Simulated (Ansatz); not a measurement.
MnAu$_{2}$ (MoSi2 or CaC2 type, I4/mmm) under volume change, PBEsol in the plane-wave PAW code Ansatz, shape and atoms relaxed at each volume.

```json
[
 {"V (Å³/atom)": "14.560", "E − E(relaxed) (meV/atom)": "[?]", "P (GPa)": "[?]"},
 {"V (Å³/atom)": "15.040", "E − E(relaxed) (meV/atom)": "[?]", "P (GPa)": "[?]"},
 {"V (Å³/atom)": "15.520", "E − E(relaxed) (meV/atom)": "7.4", "P (GPa)": "5.08"},
 {"V (Å³/atom)": "16.000", "E − E(relaxed) (meV/atom)": "0.0", "P (GPa)": "0.00"},
 {"V (Å³/atom)": "16.480", "E − E(relaxed) (meV/atom)": "6.4", "P (GPa)": "-4.16"},
 {"V (Å³/atom)": "16.960", "E − E(relaxed) (meV/atom)": "24.2", "P (GPa)": "-7.57"},
 {"V (Å³/atom)": "17.440", "E − E(relaxed) (meV/atom)": "51.1", "P (GPa)": "-10.31"}
]
```

Problem. What belongs in the gaps?

Solution. 
- 14.560, E − E(relaxed) (meV/atom): 76.1
- 14.560, P (GPa): 18.71
- 15.040, E − E(relaxed) (meV/atom): 31.5
- 15.040, P (GPa): 11.26

Problem. What does a third-order Birch–Murnaghan fit give for V₀, B₀ and B′?

Solution. V₀ = 16.00 Å³/atom, B₀ = 153 GPa, B′ = 5.6.

The workflow started from a Materials Project entry (that database holds measured and hypothetical structures alike); the Crystallography Open Database files this formula in space group No. 139, but the cells were not matched. Whether it is the stable phase at ambient conditions was not checked. Symmetry was held in the PBEsol relaxation; whether a distortion lowers the energy is not shown. Magnetic state: ferromagnetic, chosen from 3 collinear starts compared on coarse meshes (ties went to the first, and starts can fall back to one state), not a proven ground state. Spin–orbit coupling is left out wherever it is not named.

Potentials: the later of the program's two PAW sets.
